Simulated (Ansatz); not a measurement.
# zincblende-structured GdO

**What was measured.** A cell as deposited of cubic GdO (space group F-43m), temperature not stated, from the Crystallography Open Database (1974), has a = 5.400 Å and 19.68 Å³/atom.

The computed numbers are results of HSE06, scalar-relativistic (collinear spin) in the plane-wave PAW code Ansatz at 420 eV, Γ-centred 8×8×8 mesh, 0.05 eV Gaussian smearing; PAW files: Ansatz's generated set soft_2.

```cif
data_structure
_symmetry_space_group_name_H-M 'P 1'
_symmetry_Int_Tables_number 1
_cell_length_a 3.7913
_cell_length_b 3.7913
_cell_length_c 3.7913
_cell_angle_alpha 60.000
_cell_angle_beta 60.000
_cell_angle_gamma 60.000
_cell_volume 38.53
loop_
_atom_site_label
_atom_site_type_symbol
_atom_site_fract_x
_atom_site_fract_y
_atom_site_fract_z
_atom_site_occupancy
Gd1 Gd 0.00000 0.00000 0.00000 1
O1 O 0.25000 0.25000 0.25000 1
```

The start was a prototype's sites filled with these elements; the Crystallography Open Database holds the compound in this structure.

Magnetic state: ferromagnetic, site spin moments Gd 7.03 μB.

The cell above was scaled in volume, its shape and atoms being fixed by the lattice's symmetry. Energies are counted from the cell above.

The volume is at zero pressure for this level.

```json
{"V (Å³/atom)": "18.50", "ΔE (meV/atom)": "11.2", "P (GPa)": "4.8", "largest moment (μB)": "7.01"}
{"V (Å³/atom)": "18.88", "ΔE (meV/atom)": "2.6", "P (GPa)": "2.3", "largest moment (μB)": "7.02"}
{"V (Å³/atom)": "19.27", "ΔE (meV/atom)": "0.0", "P (GPa)": "0.0", "largest moment (μB)": "7.03"}
{"V (Å³/atom)": "19.65", "ΔE (meV/atom)": "2.6", "P (GPa)": "-2.1", "largest moment (μB)": "7.03"}
{"V (Å³/atom)": "20.04", "ΔE (meV/atom)": "9.8", "P (GPa)": "-3.9", "largest moment (μB)": "7.04"}
```

Question: What do the points give for the equilibrium volume, the bulk modulus and its pressure derivative (third-order Birch–Murnaghan)?

Answer: V0 = 19.26 Å³/atom, B0 = 109 GPa, B0′ isn't fixed: the energies give 4.6, and a fit of the pressures differs by over 0.35.

B0·V0 = 109.2 GPa × 19.26 Å³ = 13.13 eV/atom sets the scale: near the minimum ΔE ≈ ½ B0 V0 x², with x = V/V0 − 1, and a pressure of 1.1 GPa squeezes the volume by about 1 %. At the ends of the curve: x = −4.0 % predicts 10.4 meV/atom and the run gives 11.2; x = +4.0 % predicts 10.6 meV/atom and the run gives 9.8. Compression costs more and expansion less than the parabola says, since the crystal stiffens as it shrinks; B0′ measures that.

**Against experiment.** HSE06 gives 5.362 Å and 19.27 Å³/atom, −2.1 % in volume (−0.7 % in length) from the database's cell. The static lattice lacks zero-point motion and thermal expansion, roughly 0.6 to 1.5 % in volume at 300 K (room temperature assumed) by Grüneisen's rule, γ·3k_BT/(B0·V0) with γ of 1 to 2.5; that is too little for this miss.

No spin–orbit coupling, a notable omission for heavy elements. The run wasn't fully tested for a lower electronic state. Pressures of hybrids are less tightly converged. For a metal under a hybrid functional this mesh is coarse. Site moments are of spin, integrated over atomic spheres. Only parallel moments were tried, so the real magnetic order may be another.
